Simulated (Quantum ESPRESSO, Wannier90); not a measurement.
Cs(CoS)2 (I4/mmm): Wannier90 run

```
begin unit_cell_cart
ang
    0.0000000000   -3.7657500000    0.0000000000
    3.7657500000    0.0000000000    0.0000000000
   -1.8828750000    1.8828750000    7.3679800000
end unit_cell_cart
begin atoms_frac
Cs   0.0000000000  0.0000000000  0.0000000000
Co  -0.2500000000  0.2500000000  0.5000000000
Co   0.2500000000 -0.2500000000  0.5000000000
S    0.3434600000  0.3434600000 -0.3130800000
S   -0.3434600000 -0.3434600000  0.3130800000
end atoms_frac
```

Cell from Materials Project (mp-557018), symmetrised, no further relaxation. Not found in the COD (Crystallography Open Database) copy used; not checked further. Level: PBEsol, spinors with spin-orbit coupling, ferromagnetic start along z; pw.x of Quantum ESPRESSO at 77 Ry with PseudoDojo potentials, 4×4×4 k-points, Wannier90. Density: 12×12×12 mesh, cold smearing 0.01 Ry. Only the ferromagnetic state was computed; other magnetic orders were not tried.

A tight-binding model is made by disentanglement and projection with no localisation steps (num_iter = 0), so the 32 orbitals stay atom-like: hydrogen-like Co: d; S: p, axes along x, y, z; frozen window up to 1.29 eV relative to the Fermi level. It follows pw.x to 9.5 meV rms for states up to 1.0 eV relative to the Fermi level. Matrix elements depend on this choice of orbitals and windows.

Problem. What are the on-site energies relative to the Fermi level, and how fast do the hoppings decay?

Solution. 
```
atom           orbitals  energy (eV)
----  -----------------  -----------
Co2                dz2↑        -2.14
Co2                dz2↓        -0.83
Co2           dxz↑ dyz↑        -2.32
Co2   dxz↓ dyz↓ dx2-y2↓        -0.69
Co2             dx2-y2↑        -2.28
Co2                dxy↑        -2.54
Co2                dxy↓        -0.99
Co3                dz2↑        -2.14
Co3                dz2↓        -0.83
Co3           dxz↑ dyz↑        -2.32
Co3   dxz↓ dyz↓ dx2-y2↓        -0.69
Co3             dx2-y2↑        -2.28
Co3                dxy↑        -2.54
Co3                dxy↓        -0.99
S4                  pz↑        -3.43
S4                  pz↓        -3.25
S4              px↑ py↑        -3.30
S4              px↓ py↓        -3.08
S5                  pz↑        -3.43
S5                  pz↓        -3.25
S5              px↑ py↑        -3.30
S5              px↓ py↓        -3.08
```

```
distance of the centres (Å)  largest modulus (eV)
---------------------------  --------------------
2–3                                          0.94
3–4                                          0.58
4–5                                          0.29
5–6                                         0.044
6–7                                         0.056
```
